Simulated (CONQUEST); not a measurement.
Worked example: self-consistent single point of ZnS (P6_3mc, 8 atoms in the cell; from Materials Project mp-560588, changed as shown) in CONQUEST.

Level of theory: PBE, numerical atomic orbitals double-zeta with polarisation (the shipped basis), PseudoDojo norm-conserving potentials made for PBE (CONQUEST).

The change in words: lattice scaled by 1.02. Reference geometry (P6_3mc):
```
ZnS
1.0
    3.75290     0.00000     0.00000
    0.00000     6.50021     0.00000
    0.00000     0.00000     6.15127
Zn S
4 4
Direct
  0.00000   0.33333   0.00014
  0.50000   0.16667   0.50014
  0.50000   0.83333   0.00014
  0.00000   0.66667   0.50014
  0.00000   0.33333   0.37486
  0.50000   0.16667   0.87486
  0.50000   0.83333   0.37486
  0.00000   0.66667   0.87486
```

Reference input (self-consistent single point, DFT, PBE, numerical atomic orbitals double-zeta with polarisation (the shipped basis), PseudoDojo norm-conserving potentials made for PBE): basis = DZP; Diag.MPMeshX, Y, Z = 6 4 4; potentials = PseudoDojo norm-conserving PBE; Grid.GridCutoff = 175 Ha; DM.SolutionMethod = diagon; Diag.kT = 0.0001 Ha; Diag.GammaCentred = true; minE.SCTolerance = 1.0e-06; SC.MaxIters = 100; SC.LinearMixingFactor = 0.3; SC.KerkerPreCondition = true; SC.KerkerFactor = 0.1 1/bohr. This run's input differs from it in these lines:

```diff
@@ -32,5 +32,5 @@
 # file: coords.dat
-     7.091951283      0.000000000      0.000000000
-     0.000000000     12.283620432      0.000000000
-     0.000000000      0.000000000     11.624219398
+     7.233790347      0.000000000      0.000000000
+     0.000000000     12.529292387      0.000000000
+     0.000000000      0.000000000     11.856702955
 8
```

Output (repeated stretches shortened):

```
    new_SC_potl: Starting.  Tolerance:  0.10000E-05

    PulayMixSC: Starting Pulay mixing, A_up =  0.300 A_dn =  0.300
    PulayMixSC: Spin non-polarised calculation.
    PulayMixSC: with Kerker preconditioning, q0 =  0.100
          Harris-Foulkes Energy            :    -23960.461590206567053 eV
          (TS=0 as O(N) or entropic contribution is negligible)
          DFT Total Energy                 :    -23955.778683401782473 eV
          Total number of electrons        :       103.999999999997613
    PulayMixSC: Pulay iteration     1 residual:              0.15581E-02
   [... lines left out ...]
          (TS=0 as O(N) or entropic contribution is negligible)
          DFT Total Energy                 :    -23958.448005264337553 eV
          Total number of electrons        :       104.000070159110479
    PulayMixSC: Pulay iteration     7 residual:              0.12836E-05
          Harris-Foulkes Energy            :    -23958.448005569614907 eV
          (TS=0 as O(N) or entropic contribution is negligible)
          DFT Total Energy                 :    -23958.448005632773857 eV
          Total number of electrons        :       104.000070185292657
    PulayMixSC: Pulay iteration     8 residual:              0.17783E-06
    PulayMixSC: Reached SCF tolerance of  0.17783E-06 after      8 iterations
      | Number of electrons      =       104.000070
      |* band energy as 2Tr[K.H] =     -3869.695447494263590 eV
      |  screened ion-ion energy =    -20521.535725958990952 eV
      |  Ha correction           =       136.919866428708133 eV
      |  XC correction           =       295.863250743368383 eV
      |* Harris-Foulkes energy   =    -23958.448005569614907 eV
      |* DFT total energy        =    -23958.448005632773857 eV
      |  estimated accuracy      =         0.000000063161550 eV

    force: Forces on atoms (eV/a0)
    force:  Atom   X              Y              Z
    force:     1   0.0000000000  -0.0078991811   0.0103088949
    force:     2  -0.0000000000   0.0078991811   0.0103088949
   [... lines left out ...]
    force:     8  -0.0000000000  -0.0007467622  -0.0071135744

    force: Maximum force :        0.01030889(eV/a0) on atom         4 in z direction
    force: Force Residual:        0.01048406 eV/a0
    force: Total stress:         -3.34423369    -3.29508356    -3.11302569 GPa
    force: Average pressure:      3.25078098 GPa

    force: Finished force
    get_E_and_F: Change in energy during last step of electronic optimisation:  0.25981E-08
```

The run converged in 8 iterations. CONQUEST prints the stress tensor with tension positive. Against the reference run the free energy goes down by 41.0 meV/atom, the pressure goes from 8.53 to 3.25 GPa and the gap on the mesh goes from 2.697 to 2.364 eV.

The program uses no crystal symmetry, so grid and mesh can part values that symmetry would make equal. The atom-centred basis is finite, which shifts total energies, pressures and gaps against plane waves. The structure comes from a collection of computed structures, made at another level of theory; the collection holds predicted forms beside known ones. Its lattice was then scaled.

Cost on one core: about 90 core-seconds (a rough figure).
